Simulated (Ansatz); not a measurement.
MgS (rock salt, Fm-3m), r²SCAN (plane waves, PAW; program Ansatz): ε∞ = 4.89, cell volume 35.26 Å³. Infrared-active transverse modes:

| ω_TO (cm⁻¹) | oscillator strength S_xx (e²/amu) |
|---|---|
| 237.2 | 0.3837 |

Question: Compute the static dielectric constant.

Answer: Each mode adds (4.921e7/V) S/ω²: 9.52. So ε0 = 14.4.

Question: What LO frequency does the Lyddane–Sachs–Teller relation give?

Answer: ω_LO = ω_TO √(ε0/ε∞) = 407 cm⁻¹.

Symmetry was held in the r²SCAN relaxation; phonons on a q-mesh show no instability.

Potentials: the earlier of the program's two PAW sets.
